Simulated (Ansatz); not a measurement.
Is this structure of KCl$_{4}$ stable?

Atoms and cell were relaxed at zero pressure (-3.2 % in volume from the start). The relaxed cell:

```
K Cl
1.0
     4.70673    0.00000   -0.15531
     0.00000    8.14940    0.00000
    -1.64927    0.00000    7.67086
K Cl
2 8
Direct
  0.50000 0.30644 0.25000
  0.50000 0.69356 0.75000
  0.10162 0.63088 0.01894
  0.89838 0.63088 0.48106
  0.89838 0.36912 0.98106
  0.10162 0.36912 0.51894
  0.25356 0.98698 0.00658
  0.74644 0.98698 0.49342
  0.74644 0.01302 0.99342
  0.25356 0.01302 0.50658
```

Space group P2/c (No. 13); conventional cell a = 4.709 Å, b = 8.149 Å, c = 7.846 Å, α = 90.00°, β = 104.02°, γ = 90.00°.

Method: PBEsol in Ansatz 0.2.0, PAW datasets, plane waves to 420 eV, 4×3×4 Γ-centred mesh, fermi-dirac occupations of width 0.100 eV. Spin: none; no U, no spin-orbit coupling.

What is its formation energy?

-0.760 eV an atom at 0 K against the elements' lowest computed crystals and the free molecules of gases, with no empirical correction.

Does it lie on the convex hull?

Among the phases that we computed and relaxed alike, the lowest mixture with other formulas is 60 % Cl₂ + 40 % KCl (shares of atoms). The cell lies 40 meV an atom above it, so it would gain by splitting into them.

The start was: a known structure type with other elements put in, at an estimated volume. An invented cell need not be a known compound.

Caveats: differences under 20 meV an atom lie within the error of meshes and cutoff; the relaxation keeps the start's symmetry, so a distorted cell may lie lower; a metal without spin among anions, where moments or a distortion may lower the energy; the k mesh is coarse if the cell is a metal.
